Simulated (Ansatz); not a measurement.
**Computed properties of InB3As4 (ordering on zincblende)**

All numbers come from the plane-wave code Ansatz. Simulation only: non-magnetic, and no claim that this is the phase found in nature.

Structure: InB3As4, ordered on the zincblende lattice (R3m) with 8 atoms a cell (it has left that coordination), at its r2SCAN minimum. Space group R3m (No. 160), trigonal; a = 3.312 Å, c = 43.717 Å in the conventional setting, 17.31 Å³ an atom. Around B lie 4 As at 2.03–2.05 Å; around B lie 4 As at 2.04–2.07 Å; around In lie 1 As at 2.78 Å; around As lie 4 B at 2.05–2.07 Å; around As lie 4 B at 2.04–2.07 Å; around As lie 3 B at 2.04 Å and 1 In at 2.78 Å; around As lie 1 B at 2.03 Å.

```cif
data_structure
_symmetry_space_group_name_H-M 'R3m:H'
_symmetry_Int_Tables_number 160
_cell_length_a 3.3124
_cell_length_b 3.3124
_cell_length_c 43.7165
_cell_angle_alpha 90.000
_cell_angle_beta 90.000
_cell_angle_gamma 120.000
_cell_volume 415.41
loop_
_atom_site_label
_atom_site_type_symbol
_atom_site_symmetry_multiplicity
_atom_site_Wyckoff_symbol
_atom_site_fract_x
_atom_site_fract_y
_atom_site_fract_z
_atom_site_occupancy
B1 B 3 a 0.00000 0.00000 0.01936 1
B2 B 3 a 0.66667 0.33333 0.08351 1
B3 B 3 a 0.33333 0.66667 0.14720 1
In1 In 3 a 0.00000 0.00000 0.22736 1
As1 As 3 a 0.66667 0.33333 0.03617 1
As2 As 3 a 0.33333 0.66667 0.09988 1
As3 As 3 a 0.00000 0.00000 0.16370 1
As4 As 3 a 0.66667 0.33333 0.30615 1
```

Relaxed lattice by functional, symmetry kept:

| functional | k mesh | a (Å) | c (Å) | volume (Å³/atom) |
| --- | --- | --- | --- | --- |
| PBE | 8×8×8 | 3.338 | 43.500 | 17.49 |
| r2SCAN | 8×8×8 | 3.312 | 43.717 | 17.31 |

Gaps on the r2SCAN cell, each the least over its mesh and the special points:

| level | k mesh | gap (eV) | kind | edges | least direct gap (eV) |
| --- | --- | --- | --- | --- | --- |
| PBE | 8×8×8 | none (overlap 3.83) | – | – | – |
| PBE+SOC | 8×8×8 | none (overlap 3.77) | – | – | – |
| r2SCAN | 8×8×8 | none (overlap 4.13) | – | – | – |

All runs use a smearing of 0.02 eV.
Wave cutoffs: 420 eV, 500 eV (r2SCAN).
Points off the special ones are mesh points or PBE's searched band edges, reused at the other levels.

r2SCAN gives no gap: the lowest nominally empty band dips 4.13 eV below the top of the last filled one (its bottom at S₂–F (0.30 of the way from S₂), the top at Γ), so the cell is a metal or semimetal at this level. With PBE+SOC the bands overlap by 3.77 eV (counted from 1, band 82 peaks at Γ and band 83 bottoms out at S₂–F (0.30 of the way from S₂)): no gap.

No level opens a gap, but no hybrid is among them, and semilocal functionals can close a real gap.

Only the levels marked +SOC include spin-orbit coupling.
